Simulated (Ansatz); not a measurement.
A single-point run of Ansatz (plane waves, PAW) on a 4-atom cell of PbO started from a crystallographic database, with the lines that name the functional removed. The cell was relaxed with r2SCAN+rVV10 and then strained (isotropic -1.17 % on every length), with the atoms relaxed again with r2SCAN+rVV10; k points keep the names of the unstrained zone.

```
Pb O
1.0
     3.93383    0.00000    0.00000
     0.00000    3.93383    0.00000
     0.00000    0.00000    4.94240
Pb O
2 2
Direct
  0.00000 0.50000 0.24214
  0.50000 0.00000 0.75786
  0.00000 0.00000 0.00000
  0.50000 0.50000 0.00000
```

```
scf.n_extra_bands = 5 over 20 filled bands (N_el = 40.0): the run solves 25 bands
Crystal: 4 atoms, lattice volume = 76.484 Å³
Basis set: ecut = 420 eV, 1521 PW (Γ)
Symmetry: 16 space group operations
Space group: P4/nmm (ITA 129)
k-points: 40 of 216
SCF converged after 6 iterations
Free energy (F): -24946.979578 eV
Fermi energy:    9.654651 eV
--- Per-component energies (eV) ---
  E_band       = -84.120377
  E_kinetic    = 930.435241
  E_local      = -3016.564352
  E_nonlocal   = 798.649857
  E_hartree    = 1200.635726
  E_xc         = -589.214221
  E_vxc        = -453.500513
  E_paw        = -21129.792094
  E_vpaw       = -744.407054
  E_ewald      = -3141.134579
--- Forces (eV/Å), atoms counted from 1 ---
  atom   1  Pb      0.00000      0.00000      0.37114
  atom   2  Pb      0.00000      0.00000    -0.37114
  atom   3  O       0.00000      0.00000      0.00000
  atom   4  O       0.00000      0.00000      0.00000
--- Stress (GPa, compression-positive) ---
        7.070007       0.000000       0.000000
        0.000000       7.070007       0.000000
        0.000000       0.000000       4.973405
  P = ⅓ Tr σ = 6.3711 GPa (63.711 kbar)
--- Band table (eV; the first three rows and the last of 40) ---
  k-point 0: bands = […, 4.7062, 4.7062, 7.3050, 7.4025, 7.4025, 9.1490, 11.6794, 14.7088, 14.7088, 14.8643, …]
  k-point 1: bands = […, 4.7506, 4.7506, 7.2949, 7.3961, 7.3961, 8.9756, 11.4546, 14.0274, 14.0274, 14.6333, …]
  k-point 2: bands = […, 4.8431, 4.8431, 7.2743, 7.3809, 7.3809, 8.4310, 11.2527, 13.2974, 13.2974, 13.8290, …]
  k-point 39: bands = […, 5.0178, 5.0178, 6.7418, 6.7418, 8.0237, 8.0237, 12.4790, 12.4790, 14.0227, 14.0227, …]
```

The file bands.tsv (bands near the Fermi energy, numbered from 0, rounded):
```tsv
# k_distance	band_15	band_16	band_17	band_18	band_19	band_20	band_21	band_22	band_23
# fermi_ev = 9.654651
# [0, 0, 0] at k_distance = 0.000000
# [0, 0.5, 0] at k_distance = 0.798609
# [0.5, 0.5, 0] at k_distance = 1.597217
# [0, 0, 0.5] at k_distance = 2.893207
# [0, 0.5, 0.5] at k_distance = 3.691816
# [0.5, 0.5, 0.5] at k_distance = 4.490424
# [-0.057292, -0.057292, 0] at k_distance = 5.900620
# levels_relative_to = fermi_ev
0.000	-4.948	-2.350	-2.252	-2.252	-0.506	2.025	5.054	5.054	5.210
0.799	-3.886	-3.639	-3.639	-2.344	-2.344	2.928	2.928	6.208	6.208
1.597	-4.124	-2.281	-2.281	-1.629	-1.629	0.512	0.512	4.751	4.751
2.893	-4.739	-2.390	-2.283	-2.283	-1.638	1.599	3.371	3.371	3.767
3.692	-4.379	-3.601	-3.601	-1.614	-1.614	2.593	2.593	5.804	5.804
4.490	-4.637	-2.913	-2.913	-1.631	-1.631	2.824	2.824	4.368	4.368
5.901	-4.872	-2.479	-2.431	-2.169	-0.501	2.218	4.674	4.725	5.527
```
In order the rows are Γ, X, M, Z, R, A, Γ–M (0.11).

Task: Which functional gave these numbers?
A. LDA
B. PBE
C. LC-ωPBE
D. r2SCAN

Result: B. PBE. There is no exchange loop, so no exact exchange. With PBE the valence top lies at Γ–M (0.11 of the way from Γ) and the conduction bottom at M, 1.01 eV higher; the smallest vertical gap, at M, is 2.14 eV. The log narrows the family; the member has to be judged from the numbers.

Run as `ansatz run input.yaml --threads 4 --pin off --max-ram 5529MiB --backend cpu --events-out ev --progress --plain --runs-dir out`. It took 3.1 s on 4 threads of Arm Neoverse N1 (shared host); peak host memory 0.38 GiB.

No spin polarisation and no zero-point or thermal motion.

Spin-orbit coupling is left out; in compounds of Pb, Bi, Tl or Hg it can lower a gap by up to about 1 eV, split its edges or invert the bands.
